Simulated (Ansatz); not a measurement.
PbSe:
```xyz
2
Lattice="0.0000 3.1088 3.1088 3.1088 0.0000 3.1088 3.1088 3.1088 0.0000" Properties=species:S:1:pos:R:3 pbc="T T T"
Pb     0.0000     0.0000     0.0000
Se     3.1088     3.1088     3.1088
```

Relaxed with PBE.

Question: Give the Bader charges and basin volumes of the independent atoms, the program Ansatz at the PBE level (PAW).

Answer: 

```
atom  Bader charge (e)  Bader volume (Å³)
----  ----------------  -----------------
Pb1              +0.89               27.0
Se2              -0.89               33.1
```

Space group Fm-3m (rock salt). The cell was relaxed with PBE under the symmetry of its start. Spin–orbit coupling is left out wherever it is not named.

Potentials: the later of the program's two PAW sets.
